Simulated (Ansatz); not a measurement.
**4 guesses for Cu₃O₂ and where they end**

These are results of DFT PBE, scalar-relativistic, plane waves, PAW (Ansatz), not measurements. Settings: cutoff 420 eV, Γ-centred meshes spaced at most about 0.3 Å⁻¹, and about 0.25 Å⁻¹ or finer for metals (2π included), Gaussian smearing. Collinear spin in cells that started with moments and kept them past the coarse steps, no spin elsewhere.

Each guess was relaxed in cell and atoms at zero pressure, within the symmetry of its start. Temperature and zero-point effects are left out. Coordination counts O atoms around Cu (those within 1.25 times the shortest such distance or 1.15 times the sum of covalent radii; the shortest distance is added where it is long for a bond; a slash parts the counts of unlike sites).

```
guess    made from  start group  V start (Å³/atom)  end group  V end (Å³/atom)         coordination at the end  gap on mesh (eV)  largest moment (μB)  E over the lowest end (meV/atom)
    1  Ni3Se2 type          R32                9.9       R-3m             13.4                            Cu 2                 0                    -                                 0
    2  random cell       P4/mmm               12.9     P4/mmm             12.1  Cu 2/8 from 2.6 Å/8 from 2.9 Å                 0                    -                               706
    3  random cell        Pm-3m               11.8      Pm-3m             11.5                            Cu 2                 0                    -                               498
    4  Co3Ge2 type        P-6m2               10.3          ?                ?                               ?                 ?                    ?                                 ?
```

Guess 4 as it starts:

Space group P-6m2 (No. 187). a = 3.633 Å, b = 3.633 Å, c = 4.506 Å, α = 90.00°, β = 90.00°, γ = 120.00°
| atom | site | symmetry | x | y | z |
| --- | --- | --- | --- | --- | --- |
| Cu | 2i | 3m. | 0.6667 | 0.3333 | 0.2423 |
| Cu | 1b | -6m2 | 0.0000 | 0.0000 | 0.5000 |
| O | 1a | -6m2 | 0.0000 | 0.0000 | 0.0000 |
| O | 1d | -6m2 | 0.3333 | 0.6667 | 0.5000 |

Q: Predict the end of this guess and its energy over the lowest end.

A: It ends in space group P-6m2 (No. 187), with a = 3.226 Å, c = 6.454 Å, 11.6 Å³/atom and no gap, with moments up to 0.2 μB. It lies 0.36 eV/atom over the lowest end, above guess 1 and below guess 3. Counting O atoms around Cu, this end has Cu 3 and the lowest (guess 1) has Cu 2.

```
Cu O
1.0
     3.22573    0.00000    0.00000
    -1.61287    2.79356    0.00000
     0.00000    0.00000    6.45408
Cu O
3 2
Cartesian
  1.6129 0.9312 1.1742
  1.6129 0.9312 5.2799
  0.0000 0.0000 3.2270
  0.0000 0.0000 0.0000
  0.0000 1.8624 3.2270
```

Formation energies are uncorrected and refer to the elements' standard structures at the same level (O₂ as a molecule).

Q: Is the lowest end bound against the elements?

A: Yes: its formation energy is −0.39 eV/atom. It lies below the elements, which doesn't yet make it stable against other compounds or structures.

In R-3m, Pm-3m, P4/mmm an odd number of electrons in the primitive cell allows no gap without spin; a larger cell or a magnetic state could open one. No Hubbard U is applied to the 3d shell of Cu. Another magnetic order may lie lower. Cells relaxed within their symmetry can be saddle points. A lower structure may well exist outside this small set. Some types were kept out of the candidates beforehand, so the set may lack a known form.
